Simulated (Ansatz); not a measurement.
A one-shot G0W0 calculation of SnSe2 (P-3m1) from a database of computed structures with the PAW code Ansatz, at the level G0W0@HSE06 with 584 empty bands, a screening cutoff of 220 eV and a 6×6×4 mesh. The geometry is the r2SCAN+rVV10 minimum.

input.yaml:
```yaml
crystal:
  lattice:
    - [3.8251525338, 0.0, 0.0]
    - [-1.9125762669, 3.3126792677, 0.0]
    - [0.0, 0.0, 6.226910616]
  atoms:
    - { symbol: Sn, position: [0.0, 0.0, 0.0] }
    - { symbol: Se, position: [0.6666666667, 0.3333333333, 0.7469206687] }
    - { symbol: Se, position: [0.3333333333, 0.6666666667, 0.2530793313] }
kpoints:
  mp_grid: { grid: [6, 6, 4] }
hamiltonian:
  xc: hse06
scf:
  occupations: { method: fixed }
gw:
  n_empty_bands: 584
  ecut_chi: 220
  qp_bands: [v2, c2]
  qp_kpoints: band_edges
  screening: { model: contour_deformation }
```

It took 98 s on 1 × NVIDIA H100 80GB HBM3 with 4 threads of AMD EPYC 7R13 Processor (Zen 3), with other jobs on the host, load about 2.6 per core; peak host memory 3.8 GiB.

Main lines of the log:
```
Pseudopotential: Sn, paw, valence charge 14, recommended cutoff 420 eV (normal)
Pseudopotential: Se, paw, valence charge 16, recommended cutoff 420 eV (normal)
Functional definition: HSE06
Crystal: 3 atoms, lattice volume = 78.904 Å³
Basis set: ecut = 420 eV, 1545 PW (Γ)
Bands: 28, of which v1, the nominal top of the filled ones, is band 23 counted from 1 (22 counted from 0)
Symmetry: 12 space group operations
Space group: P-3m1 (ITA 164)
k-points: 24 of 144
Exchange kernel: α = 0.2500, screened, ω = 0.2079 Å⁻¹, Wigner–Seitz truncation, v(0) = 1046.6154 eV·Å³, q-mesh 6×6×4
hybrid outer 1: dexx = +1.369e-2 eV, tail = 1.58e-4 eV
hybrid outer 2: dexx = +9.310e-7 eV, tail = 1.26e-7 eV, Δε = 3.26e-3 eV
Free energy (F): -16970.482474 eV
Fermi energy:    7.247877 eV
--- Band table (eV; the first three rows and the last of 24) ---
  k-point 0: bands = […, 0.6703, 6.6615, 6.6615, 6.9827, 6.9827, 7.1226, 9.0442, 11.1619]
  k-point 1: bands = […, 1.1239, 5.9573, 6.5976, 6.5976, 7.0765, 7.0765, 9.9159, 11.1536]
  k-point 2: bands = […, 1.7094, 4.9719, 6.5524, 6.5524, 7.1524, 7.1524, 10.5297, 11.0838]
  k-point 23: bands = […, -0.4819, 2.8433, 2.8433, 3.3516, 6.8337, 6.8337, 10.4296, 12.6982]
--- G₀W₀: contour deformation, 7 samples at zero and on the imaginary axis and 2 off it, 144 q-points, 584 empty bands' worth ---
    ik  band        ε_KS         Σx   Σc(E_QP)       V_xc       Z   E_QP_lin       E_QP  E_QP is
     0    22      6.9827   -17.4781     1.2722   -15.8727  0.7625     6.6474     6.6495  root
     0    23      7.1226   -17.7320     1.4107   -15.9613  0.7655     6.7604     6.7627  root
     0    24      9.0442   -11.4382    -3.4628   -14.7370  0.8021     8.8803     8.8801  root
     0    25     11.1619    -7.9052    -4.0319   -11.7909  0.8040    11.0160    11.0157  root
     1    22      7.0765   -17.5147     1.2258   -15.9503  0.7647     6.7358     6.7379  root
     1    23      7.0765   -17.5147     1.2258   -15.9503  0.7647     6.7358     6.7379  root
     1    24      9.9159   -11.8612    -3.5761   -15.2857  0.7919     9.7646     9.7642  root
     1    25     11.1536    -8.1264    -4.0503   -12.0302  0.8030    11.0073    11.0070  root
     2    22      7.1524   -17.5575     1.1938   -16.0223  0.7659     6.8090     6.8110  root
     2    23      7.1524   -17.5575     1.1938   -16.0223  0.7659     6.8090     6.8110  root
     2    24     10.5297   -11.8198    -3.8623   -15.5385  0.7830    10.3864    10.3861  root
     2    25     11.0838    -8.1965    -4.0534   -12.1009  0.8051    10.9351    10.9347  root
     3    22      7.1543   -17.6097     1.3869   -15.8618  0.7653     6.7911     6.7934  root
     3    23      7.2452   -17.5948     1.2070   -16.0347  0.7667     6.8900     6.8921  root
     3    24     10.2782   -11.8944    -3.7249   -15.4788  0.7781    10.1380    10.1377  root
     3    25     11.8518    -8.0885    -4.1603   -12.0760  0.7983    11.6793    11.6790  root
     4    22      6.3536   -17.3287     1.6007   -15.3894  0.7555     6.0122     6.0150  root
     4    23      7.0584   -17.4746     1.2908   -15.8364  0.7637     6.7088     6.7110  root
     4    24     10.0426   -11.2889    -3.6490   -14.8033  0.7833     9.9082     9.9079  root
     4    25     12.3323    -8.5481    -4.2885   -12.6686  0.7898    12.1647    12.1643  root
     5    22      6.0537   -16.9216     1.5612   -15.0455  0.7492     5.7357     5.7388  root
     5    23      7.0585   -17.4047     1.2657   -15.7923  0.7639     6.7096     6.7118  root
     5    24     10.2075   -11.0611    -3.7474   -14.6755  0.7819    10.0748    10.0744  root
     5    25     12.3400    -8.9416    -4.3126   -13.0798  0.7886    12.1659    12.1656  root
     6    22      6.7938   -17.2601     1.4498   -15.4592  0.7615     6.4402     6.4426  root
     6    23      7.2479   -17.5420     1.1870   -16.0022  0.7669     6.8930     6.8951  root
     6    24     10.4916   -11.5856    -3.8510   -15.2994  0.7753    10.3546    10.3542  root
     6    25     11.9134    -8.6523    -4.1764   -12.6526  0.7968    11.7377    11.7374  root
     7    22      6.6360   -17.0390     1.4891   -15.2018  0.7589     6.2853     6.2879  root
     7    23      7.1139   -17.5428     1.2566   -15.9311  0.7649     6.7567     6.7589  root
     7    24      9.4659   -10.6441    -3.5490   -14.0625  0.7874     9.3354     9.3351  root
     7    25     12.0825    -8.1384    -4.1739   -12.1347  0.7993    11.9052    11.9048  root
     8    22      6.1934   -17.1015     1.6737   -15.0971  0.7504     5.8595     5.8628  root
     8    23      6.8854   -17.3923     1.3569   -15.6870  0.7611     6.5347     6.5370  root
     8    24      8.9585   -10.4917    -3.3837   -13.7454  0.7918     8.8286     8.8284  root
     8    25     12.4756    -7.9003    -4.2238   -11.9427  0.7974    12.2943    12.2942  root
  […]
```

The rows of the band table are 0: (0, 0, 0) = Γ, 1: (0, 0, 1/4), 2: (0, 0, -1/2), 23: (1/3, 1/3, -1/2).

The points are ik 0 = (0, 0, 0) (Γ), ik 1 = (0, 0, 1/4), ik 2 = (0, 0, -1/2), ik 3 = (0, 1/6, 0), ik 4 = (0, 1/6, 1/4), ik 5 = (0, 1/6, -1/2), ik 6 = (0, 1/6, -1/4), ik 7 = (0, 1/3, 0), ik 8 = (0, 1/3, 1/4), ik 9 = (0, 1/3, -1/2), ik 10 = (0, 1/3, -1/4), ik 11 = (0, -1/2, 0); band 23 is the last filled one.

Over the mesh points the HSE06 gap of 1.41 eV becomes a quasiparticle gap of 1.63 eV (k = (0, 1/6, -1/4) to k = (0, -1/2, -1/2)), a change of +0.22 eV. Renormalisation factors Z lie between 0.73 and 0.81. G0W0 values are finite-basis, finite-mesh values.

(Simulation; spin polarisation is off.)

Spin-orbit coupling is left out, which matters wherever the heavy atoms make up the band edges.
